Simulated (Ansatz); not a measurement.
input.yaml (Ansatz)

```yaml
crystal:
  lattice:
    - [2.1356789605, 0.0, 0.0]
    - [0.0, 2.1356789605, 0.0]
    - [0.0, 0.0, 2.1356789605]
  atoms:
    - { symbol: Mn, position: [0.0, 0.0, 0.0], spin: 3.0 }
hamiltonian:
  xc: lda
  pseudopotentials:
    kind: paw
    azcp:
      Mn: "pseudopotentials/Mn.paw.azcp"
basis:
  ecutwfc: 420
  fft_grid_basis: typed
kpoints:
  mp_grid: { grid: [16, 16, 16], shift: [0, 0, 0] }
magnetization:
  spin_polarized: true
scf:
  occupations: { method: fermi_dirac, width: 0.05 }
  lower_state_search: "off"
output:
  stress: true
```

Terminal output

```
Warning: the record states the generating functional pbe (its physics header spells it `PBE`), which answers neither for hamiltonian.xc's functional nor for the lda family's — results may be inconsistent (PPs are generated against a specific XC)
Engine: ansatz 0.2.0, aarch64-unknown-linux-gnu
Pseudopotentials: kind: paw
Pseudopotential: Mn, paw, valence charge 15, recommended cutoff 420 eV (normal) 
Functional definition: SPW92
  exchange = slater_x
  correlation = pw_c
Crystal: 1 atoms, lattice volume = 9.741 Å³
Basis set: ecut = 420 eV, 179 PW (Γ)
Bands: 13, of which v1, the nominal top of the filled ones, is band 8 counted from 1 (7 counted from 0)
Symmetry: 48 space group operations
Space group: Pm-3m (ITA 221), of the structure as read, at distance tolerance 2.1e-5 Å
Magnetic group: BNS 221.92 (UNI 1594), of the structure as read, at distance tolerance 2.1e-5 Å
k-points: 165 of 4096
Non-local potential: Mn, projectors of the file, l = 0: 3, l = 1: 2, l = 2: 3, l = 3: 1
PAW form: soft (Blöchl's): semilocal exchange-correlation on the pseudo side does not see the compensation charge
PAW frozen core: Mn, regenerated for the run's functional, and the local potential with it (the file was generated under x = pbe(κ = 0.804, μ = 0.2195149727645171), c = pbe(β = 0.06672455060314922))
PAW one-centre angular grid: Mn, 590 points (default); XC on 64 Gauss nodes
Initial density: superposition of atomic densities (chi_scale 0.1, normalization cell)
Starting moments: Σ|m| = 3 μB on 1 of 1 site
Initial wavefunctions: pseudopotential atomic-orbital guess
Functional: x = slater, c = lda
iter 1 solved again at ethr=1.36e-3 eV; its pass at ethr=3.10e-3 eV (dr2=2.05e-1 eV) is discarded
SCF iter   1: F=—  HF=-3839.542207 eV  |F-HF|=—  |Δ(HF+E_count)|=         —  Δρ=1.74e-1 (↑1.74e-1 ↓1.33e-1)  dr2=2.05e-1  dr2_m=2.03e0  M=1.515 μB ∫|m|=1.524 μB  β_m=0.30  ethr=1.36e-3  ⟨swp⟩=1.0  Hψ=26769  notcnv=0
Mixer restart at iter 1: flushing history
spin-set hold released at iteration 1 (the charge has settled, or the pull on large starting moments outlasts its swing): the magnetisation degrees of freedom join the quasi-Newton model from the next iteration; the mixer history was flushed
SCF iter   2: F=—  HF=-3839.699828 eV  |F-HF|=—  |Δ(HF+E_count)|=   1.58e-1  Δρ=1.23e-1 (↑1.23e-1 ↓1.18e-1)  dr2=3.07e-2  dr2_m=1.27e0  M=1.385 μB ∫|m|=1.396 μB  β_m=0.65  ethr=1.36e-3  ⟨swp⟩=2.7  Hψ=7733  notcnv=0
SCF iter   3: F=—  HF=-3840.378978 eV  |F-HF|=—  |Δ(HF+E_count)|=   6.79e-1  Δρ=1.22e-1 (↑1.22e-1 ↓2.69e-2)  dr2=7.92e-1  dr2_m=4.05e-1  M=0.676 μB ∫|m|=0.691 μB  β_m=0.54  ethr=2.05e-4  ⟨swp⟩=3.4  Hψ=11582  notcnv=0  defer=95
SCF iter   4: F=—  HF=-3840.220639 eV  |F-HF|=—  |Δ(HF+E_count)|=   1.58e-1  Δρ=2.81e-2 (↑1.86e-2 ↓2.81e-2)  dr2=6.44e-3  dr2_m=4.54e-2  M=0.382 μB ∫|m|=0.401 μB  β_m=0.77  ethr=2.05e-4  ⟨swp⟩=3.4  Hψ=11837  notcnv=0  defer=204
SCF iter   5: F=—  HF=-3840.241416 eV  |F-HF|=—  |Δ(HF+E_count)|=   2.08e-2  Δρ=1.18e-2 (↑1.18e-2 ↓8.44e-3)  dr2=3.29e-3  dr2_m=8.11e-3  M=0.150 μB ∫|m|=0.159 μB  β_m=0.89  ethr=4.29e-5  ⟨swp⟩=2.3  Hψ=8968  notcnv=0  defer=165
SCF iter   6: F=—  HF=-3840.247906 eV  |F-HF|=—  |Δ(HF+E_count)|=   6.49e-3  Δρ=3.31e-3 (↑3.31e-3 ↓6.62e-4)  dr2=6.18e-4  dr2_m=2.63e-4  M=0.027 μB ∫|m|=0.028 μB  β_m=0.94  ethr=2.19e-5  ⟨swp⟩=2.6  Hψ=7741  notcnv=0  defer=165
SCF iter   7: F=—  HF=-3840.247906 eV  |F-HF|=—  |Δ(HF+E_count)|=   1.16e-7  Δρ=5.72e-4 (↑1.38e-4 ↓5.72e-4)  dr2=1.30e-5  dr2_m=1.00e-5  M=0.005 μB ∫|m|=0.006 μB  β_m=0.96  ethr=4.12e-6  ⟨swp⟩=2.5  Hψ=6932  notcnv=0  defer=165
SCF iter   8: F=—  HF=-3840.247908 eV  |F-HF|=—  |Δ(HF+E_count)|=   2.24e-6  Δρ=7.29e-5 (↑7.29e-5 ↓2.38e-5)  dr2=3.67e-7  dr2_m=1.17e-7  M=-0.001 μB ∫|m|=0.001 μB  β_m=0.98  ethr=8.65e-8  ⟨swp⟩=1.7  Hψ=5200  notcnv=0  defer=165
iter 9 did not close the SCF: its close was put off for a magnetic moment that had not settled (scf_convergence_deferred on its scf_iter line)
SCF iter   9: F=-3840.247908 eV  HF=-3840.247908 eV  |F-HF|=2.82e-9  |Δ(HF+E_count)|=   4.22e-8  Δρ=1.45e-5 (↑1.45e-5 ↓1.45e-5)  dr2=3.12e-10  dr2_m=1.83e-8  M=-0.000 μB ∫|m|=0.000 μB  β_m=0.96  ethr=6.67e-10  ⟨swp⟩=4.2  Hψ=13012  notcnv=0
iter 10 did not close the SCF: its close was put off for a magnetic moment that had not settled (scf_convergence_deferred on its scf_iter line)
SCF iter  10: F=-3840.247908 eV  HF=-3840.247908 eV  |F-HF|=1.31e-10  |Δ(HF+E_count)|=   8.82e-9  Δρ=2.78e-6 (↑9.34e-7 ↓2.78e-6)  dr2=2.05e-10  dr2_m=2.91e-10  M=-0.000 μB ∫|m|=0.000 μB  β_m=0.98  ethr=2.08e-12  ⟨swp⟩=1.4  Hψ=12726  notcnv=0
SCF iter  11: F=-3840.247908 eV  HF=-3840.247908 eV  |F-HF|=0.00e0  |Δ(HF+E_count)|=  8.46e-11  Δρ=8.28e-8 (↑8.28e-8 ↓6.07e-8)  dr2=8.04e-13  dr2_m=1.75e-13  M=0.000 μB ∫|m|=0.000 μB  ethr=1.37e-12  ⟨swp⟩=1.2  Hψ=10928  notcnv=0
WARN: the starting moments were not kept: the SCF closed with an absolute magnetisation of 8.6e-7 μB, where they sum to 3 μB in size (1 site). That is at most 0.1 of that sum. Measured as dr2_m measures the in/out step, that magnetisation stands 9.6e-13 eV from none, at or under the dr2_threshold of 1.0e-7 eV: it is no larger than a step whose dr2_m would equal this threshold. The system may hold no moment; this SCF shows only that its start led to no more than that. To try another start: raise the starting moments (crystal.atoms[].spin, magnetization.per_species, magnetization.initial_magnetization, or on a non-collinear deck that types none of these the spinor_matrix: blocks that start its atoms; where the total moment is fixed, keep their sum and leave initial_magnetization as it is; typed ones take the place of any that the run laid by itself, positive ones on a crystal's lanthanoids without a Hubbard term where scf.initial_density.shell_occupations: [] is typed) or, if the notice of its spin-set hold's release reads "site moments contracting" or "site moments show no strong build", lengthen the hold (scf.mixing.spin_hold: { on: { confirm: 4 } }; for m-r²SCAN on two components see the key's manual first). Each may lead to a state that holds a moment. A second SCF, from the converged charge density, with the starting moments and any scf.initial_density.shell_occupations laid on it anew, would have followed, and was not run: the deck does not ask for one (magnetization.retry_lost_moments is false, the default). To let it run, set magnetization.retry_lost_moments: true and run the deck again, where that key's refused combinations let it; where memory then withholds it, that run's warning says so.
SCF 1 converged in 11 iterations: F = -3840.247908 eV  dr2 = 8.04e-13
SCF converged after 11 iterations
Magnetization: 0.0000 μB (7.5000 up, 7.5000 down)
Absolute magnetization: 0.0000 μB (∫|ρ↑−ρ↓|, with the PAW one-centre terms)
Spin contamination: 0.0000 ħ² per cell (⟨S²⟩ above its minimum at these occupations)
Per-site moments (μB) at R_I (Å): [(7.653612611671059e-7, 0.88096757120625)]
Free energy (F): -3840.247908 eV
Harris-Foulkes:  -3840.247908 eV  (|F-HF|=0.00e0)
Internal energy: -3840.236099 eV  (E = F + TS)
E sigma→0 (E₀):  -3840.242003 eV
Entropy (-TS):   -0.011809 eV (-11.809 meV/atom)
Fermi energy:    22.819905 eV
--- Per-component energies (eV) ---
  E_band       = -123.278676
  E_kinetic    = 316.835030
  E_local      = -1547.119643  (includes V_loc(G=0)·N_el)
  E_nonlocal   = 245.579384
  E_hartree    = 655.490157
  E_xc         = -116.766218
  E_vxc        = -150.358030  (∫ρ·V_xc dr)
  E_paw        = -1242.485344  (= ΣΔE_a)
  E_vpaw       = -299.195768  (= ΣTr[D̂ρ^β])
  E_aug_tail   = -0.000010  (compensation charges beyond the density's cutoff)
  E_ewald      = -2152.153409
  E_core_change = 0.383953  (= ΣΔE_core)
  E_smearing   = -0.011809  (= −TS)
  E_closure    = 0.000000  (closes the sum)
  Σ components = -3840.247908   (vs F -3840.247908, Δ=0.00e0)
--- Stress (GPa, compression-positive) ---
       42.297827       0.000000       0.000000
        0.000000      42.297827      -0.000000
        0.000000       0.000000      42.297827
  P = ⅓ Tr σ = 42.2978 GPa (422.978 kbar)
```
